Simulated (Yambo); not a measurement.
## Bethe-Salpeter results for CaCrO4

```
CELL_PARAMETERS angstrom
     -3.62197     3.62197     3.13593
      3.62197    -3.62197     3.13593
      3.62197     3.62197    -3.13593
ATOMIC_POSITIONS crystal
  O  0.22979 0.90999 0.31980
  O  0.65999 0.84019 0.18020
  O  0.59019 0.90999 0.68020
  O  0.65999 0.47979 0.81980
  O  0.52021 0.34001 0.18020
  O  0.09001 0.77021 0.68020
  O  0.15981 0.34001 0.81980
  O  0.09001 0.40981 0.31980
  Ca 0.75000 0.25000 0.50000
  Ca 0.00000 0.00000 0.00000
  Cr 0.50000 0.50000 0.00000
  Cr 0.25000 0.75000 0.50000
```

The geometry is that of Materials Project entry mp-19215, symmetrised and not relaxed again.

BSE in Yambo on PBEsol (Quantum ESPRESSO, PseudoDojo norm-conserving, 94 Ry, without SOC) bands: 4×4×4 mesh, 22 valence and 10 conduction bands, static screening with 109 bands and a 3 Ry block, scissor 2.46 eV, Tamm-Dancoff; field along x.

```csv
state,energy (eV),states within 2 meV,relative strength,class,main transitions
1,2.81,1,< 0.01,dark,several band pairs
2,2.87,1,< 0.01,dark,several band pairs
3,3.10,2,0.01,weak,several band pairs
4,3.17,2,< 0.01,dark,several band pairs
5,3.44,1,< 0.01,weak,several band pairs
6,3.52,2,1.00,strong,several band pairs
7,3.54,1,< 0.01,dark,several band pairs
8,3.61,2,< 0.01,dark,several band pairs
```

These are vertical excitations (zero momentum). The direct quasiparticle gap on this mesh is 4.77 eV; counted from there, state 1 is bound by 1.96 eV. On a 2×2×2 mesh the same difference is 1.93 eV.

Spin singlets only. Strengths are relative to the strongest of the lowest states of this run; strong means a line over 3 % of the spectrum's maximum, dark under 0.03 %. Absolute energies carry the error of the G0W0 scissor, whose convergence isn't established; the long-wavelength screening was taken along (1,1,1) although the crystal is anisotropic.

The 3d shell has no Hubbard U; the runs are without spin polarisation, and magnetic order was not tried.
